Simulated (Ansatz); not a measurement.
The relaxed structure here is a generated cell of AlNi: the first start was made by placing the elements on the sites of a structure type, and the end was not matched to a known phase here, so it may be hypothetical. Known forms of AlNi include space group No. 221.

A relaxed cell of AlNi (P4₂/mnm (No. 136)), relaxed on a k-mesh at least as fine as the one used below. Computed with PBEsol (plane waves to 420 eV, PAW, scalar-relativistic; Ansatz, a quantum-chemistry and plane-wave program). Γ-centred k-mesh 5×5×13 on the run's cell (coarser than for final values), Fermi–Dirac smearing 0.05 eV.

```
AlNi
1.0
    7.37483     0.00000     0.00000
    0.00000     7.37483     0.00000
    0.00000     0.00000     2.53526
Ni Al
4 4
Direct
  0.88566   0.11434   0.50000
  0.38566   0.38566   0.00000
  0.61434   0.61434   0.00000
  0.11434   0.88566   0.50000
  0.80295   0.80295   0.50000
  0.30295   0.69705   0.00000
  0.69705   0.30295   0.00000
  0.19705   0.19705   0.50000
```

The atoms are displaced by (Å):

```csv
atom,ux,uy,uz
Ni1,0.094,-0.043,0.015
Ni2,-0.007,0.015,0.037
Ni3,-0.018,-0.076,0.038
Ni4,0.005,-0.219,-0.064
Al5,0.038,0.046,0.075
Al6,-0.123,0.078,0.013
Al7,0.130,-0.025,-0.077
Al8,0.080,-0.053,-0.075
```

Task: What forces (eV/Å) and pressure result?

Result: 
```tsv
atom	Fx	Fy	Fz
Ni1	0.16	0.06	-0.30
Ni2	0.33	-0.04	-0.32
Ni3	0.24	0.69	0.20
Ni4	-1.93	3.00	0.50
Al5	-1.04	-0.96	0.13
Al6	2.92	-2.67	-0.70
Al7	-0.52	0.33	0.18
Al8	-0.16	-0.41	0.30
```

Pressure +2.0 GPa.

Task: Estimate the energy cost of the displacement in the harmonic approximation and compare with the calculation.

Result: For a harmonic well ΔE = −½ Σ F·u = 0.754 eV a cell, or 94 meV/atom. The calculated energy relative to the undisplaced cell is +0.09 eV/atom, so the harmonic estimate holds well.

The undisplaced cell is probably no minimum: from this displacement the run went on to P2/m (No. 10), 0.50 eV/atom below it.

No spin polarisation in the result: the starting moments vanished. A magnetic state may lie lower.
